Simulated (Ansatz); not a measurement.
Level of theory: Ansatz 0.2.0, DFT PBE, scalar-relativistic, plane waves, PAW. Settings of the last relaxation (8-atom cell): 420 eV, 6×6×6 k points, Gaussian smearing of 0.02 eV, no spin polarisation.

Formation energies are uncorrected and refer to the elements' standard structures at the same level.

Problem. Find a candidate tetragonal semiconductor with formula Al₃InSb₄, with a gap near 0.8 eV, a formation energy near −0.16 eV/atom and a density near 4.49 g/cm³, in a cell of 8 atoms. Its symmetry should be I-42m (No. 121).

Solution. Al₃InSb₄, space group I-42m (No. 121). Al on a site of symmetry -42m has 4 Sb at 2.69 Å; around Al on a site of symmetry -4 lie 4 Sb at 2.71 Å; In is surrounded by 4 Sb at 2.85 Å; around Sb lie 3 Al at 2.69–2.71 Å and 1 In at 2.85 Å.

```cif
data_structure
_symmetry_space_group_name_H-M 'I-42m'
_symmetry_Int_Tables_number 121
_cell_length_a 6.3222
_cell_length_b 6.3222
_cell_length_c 12.6336
_cell_angle_alpha 90.000
_cell_angle_beta 90.000
_cell_angle_gamma 90.000
_cell_volume 504.97
loop_
_atom_site_label
_atom_site_type_symbol
_atom_site_symmetry_multiplicity
_atom_site_Wyckoff_symbol
_atom_site_fract_x
_atom_site_fract_y
_atom_site_fract_z
_atom_site_occupancy
Al1 Al 2 b 0.50000 0.50000 0.00000 1
Al2 Al 4 d 0.50000 0.00000 0.25000 1
In1 In 2 a 0.00000 0.00000 0.00000 1
Sb1 Sb 8 i 0.73903 0.73903 0.12940 1
```

| Property | Result |
| --- | --- |
| Volume per atom | 31.56 Å³ |
| Density | 4.49 g/cm³ |
| Formation energy | −0.158 eV/atom |
| Gap on the 6×6×6 mesh of the 8-atom cell | 0.79 eV |

The structure comes from a generated guess, relaxed at this level; another structure or a mixture of phases may lie lower. The answer needn't be unique; the calculation gave this one.

These runs have no spin–orbit coupling, which can matter for Sb. Kohn–Sham gaps at this level usually fall short of measured ones. The missing spin–orbit coupling can work the other way here. A later test with randomly moved atoms came back to the same energy, though modes that don't fit the test's cell weren't probed.
